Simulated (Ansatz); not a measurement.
This run works on a proposed trial structure, not on a known crystal.

Input and command of a plane-wave DFT calculation in Ansatz:

```yaml
crystal:
  lattice:
    - [-1.5708842185, 1.5708842185, 8.8288870848]
    - [1.5708842185, -1.5708842185, 8.8288870848]
    - [1.5708842185, 1.5708842185, -8.8288870848]
  atoms:
    - { symbol: W, position: [0.6167716709, 0.6167716709, 0.0] }
    - { symbol: W, position: [0.3832283291, 0.3832283291, 0.0] }
    - { symbol: W, position: [0.0, 0.0, 0.0] }
    - { symbol: W, position: [0.7968553405, 0.7968553405, 0.0] }
    - { symbol: W, position: [0.2031446595, 0.2031446595, 0.0] }
    - { symbol: C, position: [0.5, 0.5, 0.0] }
basis:
  ecutwfc: 500
kpoints:
  mp_grid: { grid: [14, 14, 14] }
  band_path:
    path:
      - [[0.0, 0.0, 0.0], [0.0, 0.0, 0.5], [0.25, 0.25, 0.25], [0.0, 0.5, 0.0], [0.0, 0.0, 0.0], [0.5, 0.5, -0.5], [0.25791437, 0.74208563, -0.25791437]]
      - [[-0.25791437, 0.25791437, 0.25791437], [0.0, 0.0, 0.0]]
      - [[0.0, 0.0, 0.5], [-0.01582874, 0.01582874, 0.5]]
      - [[0.5, 0.5, -0.01582874], [0.5, 0.5, -0.5]]
    npoints: 14
hamiltonian:
  xc: r2scan
scf:
  occupations: { method: gaussian, width: 0.1 }
  n_extra_bands: 15
output:
  forces: true
  stress: true
  eigenvalues: true
  populations: true
  dos: { projected: true, de: 0.02, nscf_kmesh: { grid: [17, 17, 17] } }
  bader: true
```

```bash
ansatz run input.yaml --threads 1 --pin off --max-ram 2560MiB --backend cpu --events-out ev --progress --plain --runs-dir out
```

Processor: Arm Neoverse V2, 1 thread, on a host shared with other jobs.

Task: Estimate time, memory and problem size.

Result: About 6.2 min, peak memory 1.7 GiB. It solves 52 bands at 244 k points (after reduction by symmetry) with about 2225 plane waves, in 8 SCF iterations.
